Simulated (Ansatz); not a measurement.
ZrB2 (MoSi2 or CaC2 type, I4/mmm) at seven volumes, the program Ansatz at the r²SCAN level (PAW), shape and atoms relaxed at each. One row is withheld.

| V (Å³/atom) | P (GPa) |
|---|---|
| 11.614 | 15.92 |
| 11.997 | 9.86 |
| 12.380 | 4.58 |
| 12.763 | 0.00 |
| 13.146 | -3.96 |
| 13.529 | ? |
| 13.912 | -10.32 |

Question: Fit the shown pressures and predict the withheld one.

Answer: Third-order Birch–Murnaghan: P = (3/2)B₀(x^(7/2) − x^(5/2))[1 + (3/4)(B′ − 4)(x − 1)] with x = (V₀/V)^(2/3). Least squares on the six rows gives V₀ = 12.764 Å³/atom, B₀ = 141.2 GPa, B′ = 3.78. At V = 13.529, x = 0.9619 and P = -7.36 GPa. The run itself gave -7.37 GPa.

The cell is a constructed one: a structure type filled with these elements; neither database checked (COD, Materials Project) lists it. It is not the phase usual at ambient conditions (space group No. 191). The r²SCAN relaxation kept the symmetry of its start; whether a distortion lowers the energy is not shown. No spin polarisation was allowed.

Potentials: the later of the program's two PAW sets.
